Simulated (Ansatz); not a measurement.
CaO (Fm-3m): energy against volume by PBE and RPA

```
CELL_PARAMETERS angstrom
0.00000 2.40550 2.40550
2.40550 0.00000 2.40550
2.40550 2.40550 0.00000
ATOMIC_POSITIONS crystal
Ca 0.00000 0.00000 0.00000
O 0.50000 0.50000 0.50000
```

RPA total energy on PBE orbitals, norm-conserving pseudopotentials (Ansatz); 4×4×4 mesh, wave cutoff 1240 eV, correlation extrapolated to infinite response cutoff from cutoffs up to 400 eV, 16 electrons, all correlated, long-wavelength term: neglected, core-valence exchange-correlation kept as a semilocal term.

A Birch-Murnaghan fit gives PBE: V0 = 14.08 Å³ an atom (lattice constants +0.4 % against the given cell), B0 = 106 GPa.

**Question.** What does RPA on these orbitals give?

**Answer.** RPA: V0 = 13.78 Å³ an atom (lattice constants -0.3 % against the given cell), B0 = 117 GPa. The RPA points scatter about the fit by some 2 meV, so its minimum and above all its modulus are rough. The points for the whole cell, counted from the given cell:

| V/V_given | V (Å³) | PBE (meV) | Hartree-Fock expression on these orbitals (meV) | RPA (meV) |
| --- | --- | --- | --- | --- |
| 0.92 | 25.61 | 89 | 128 | 58 |
| 0.96 | 26.72 | 25 | 41 | 11 |
| 1.00 | 27.84 | 0 | 0 | 0 |
| 1.04 | 28.95 | 6 | -5 | 25 |
| 1.08 | 30.07 | 36 | 22 | 70 |

With norm-conserving pseudopotentials the core–valence exchange is only approximate, which can shift gaps by tenths of an eV and RPA lattice constants by most of a per cent. The mesh is coarse, so these are values at the stated settings, not converged ones.
